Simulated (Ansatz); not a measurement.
The relaxed structure here is a generated cell of AlRu: the first start was made by placing the elements on the sites of a structure type, and the end was not matched to a known phase here, so it may be hypothetical.

One starting cell of AlRu (a generated cell, AlRu built in the AFLOW prototype AB_oI4_44_a_b (as in GaAs)) was relaxed twice with Ansatz (plane waves, PAW, scalar-relativistic): with PBEsol at 420 eV and with PBE at 420 eV. The PBEsol result:

```
CELL_PARAMETERS angstrom
     -1.44640     2.05487     2.45065
      1.44640    -2.05487     2.45065
      1.44640     2.05487    -2.45065
ATOMIC_POSITIONS crystal
  Ru 0.00000 0.50000 0.50000
  Al 0.50000 0.00000 0.50000
```

| quantity | PBEsol | PBE |
|---|---|---|
| space group | Immm | Immm |
| volume (Å³/atom) | 14.57 | (withheld) |
| a (Å) | 2.893 | (withheld) |
| b (Å) | 4.110 | (withheld) |
| c (Å) | 4.901 | (withheld) |
| gap (eV, no spin-orbit coupling) | 0.00 | (withheld) |

Problem. Fill in the PBE column.

Solution. 
- volume (Å³/atom), PBE: 15.03
- a (Å), PBE: 2.933
- b (Å), PBE: 4.139
- c (Å), PBE: 4.952
- gap (eV, no spin-orbit coupling), PBE: 0.00

Both levels end in the same structure; PBE's volume is 3.2 % larger. Neither column is exact.

No spin polarisation in the result.

The run could not lose the symmetry of its start, so the end can be a saddle point.

Ansatz is a program for electronic structure.
